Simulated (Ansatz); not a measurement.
# Fermi surface of Rh (Fm-3m)

```xyz
1
Lattice="0.0000 1.8778 1.8778 1.8778 0.0000 1.8778 1.8778 1.8778 0.0000" Properties=species:S:1:pos:R:3 pbc="T T T"
Rh    0.0000    0.0000    0.0000
```

Level of theory, where no other is named: LDA, all-electron LAPW in Ansatz 0.2.0, scalar-relativistic. k mesh 16×16×16, fine mesh 24×24×24, Fermi-Dirac smearing of 0.100 eV, basis error target 1 meV/atom. The cell was relaxed by PAW under this functional.

Levels and slopes are solved on a 24×24×24 mesh, and each state is taken as quadratic over its cell.

(1) What is the density of states at the Fermi level, and which bare Sommerfeld coefficient follows?

(2) What Drude plasma energy and σ/τ do the band velocities give?

(3) Which bands cross the Fermi level, and what do they carry?

(4) Map the plane k₃ = 0 of the mesh: how many bands lie under the Fermi level at each point, counted from the least on the plane?

(5) On PAW files the program sums the optical response inside the mesh cells, interband lines and its own Drude term. Where does ε₁ rise through zero (a sharp plasmon if ε₂ is small there), and how much light is reflected?

(6) What does PAW give for the same cell?

Results:

(1) N(E_F) = 1.19 states/eV/atom (both spins), so γ = (π²/3) k_B² N(E_F) = 2.8 mJ/(mol-atom K²) without electron-phonon or spin-fluctuation enhancement.

(2) (ħω_p,α)² = (e²/ε₀VN_k) Σ_nkσ (∂E/∂k_α)² δ(E − E_F) gives ħω_p = (10.22, 10.22, 10.22) eV along x, y, z, and σ/τ = ε₀ω_p² = 21.4×10²⁰ Ω⁻¹m⁻¹s⁻¹ along x. Weighted by the density of states, the mean Fermi speed is 0.64×10⁶ m/s; the surface has an area of 46.9 Å⁻² for each spin direction.

(3) 

```csv
band,filled part,N (states/eV/cell),speed (10⁶ m/s),5th to 95th percentile,area (Å⁻²),filling
1,0.99,0.0401,1.05,0.75 to 1.18,2.58,nearly full
2,0.96,0.203,0.568,0.44 to 0.90,7.11,nearly full
3,0.42,0.671,0.646,0.45 to 0.94,26.7,partly filled
4,0.14,0.274,0.621,0.24 to 0.87,10.5,partly filled
```

(4) k₁ runs to the right and k₂ upwards, each from −½ to ½ with 0 in the middle (the axes needn't be at right angles):
```
001222222222122222222100
012222222222222222222100
222222333332222222222011
222233333333444333333222
222233333334444444443222
222333333334444444443222
222333333344444444443222
222333333444444444443222
222333334444444444443222
222333344444444444444222
222234444444444444444222
112244444444444444444221
222244444444444444443222
222244444444444444333322
222234444444444443333322
222234444444444433333322
222234444444444333333322
222234444444443333333322
222234444444443333333222
222233333344433333333222
211022222222223333322222
000122222222222222222221
000122222222122222222210
000222222222122222222200
```

(5) 

```
Fine mesh                         : 24, 24, 24
Window top                        : 25 eV
Line width                        : 0.15 eV
Drude damping                     : 0.05 eV
ε₁ rises through zero at x        : 8.94 eV
ε₂ there x                        : 1.25
Plasma energy (x, y, z)           : 10.4, 10.4, 10.4 eV
Reflectivity at 1 eV, x-polarised : 0.8913
Reflectivity at 2 eV, x-polarised : 0.839
Reflectivity at 3 eV, x-polarised : 0.7474
```

The plasma energy here is the program's own sum at the run's smearing; it differs from the value above by up to 2 %, through mesh and smearing.

(6) N(E_F) = 1.19 states/eV/atom and ħω_p,x = 10.21 eV.

Keep in mind: these sums move with the mesh, by several per cent and more for small sheets; frozen-core PAW files fitted under PBE, their cores solved anew for the functional of the run.
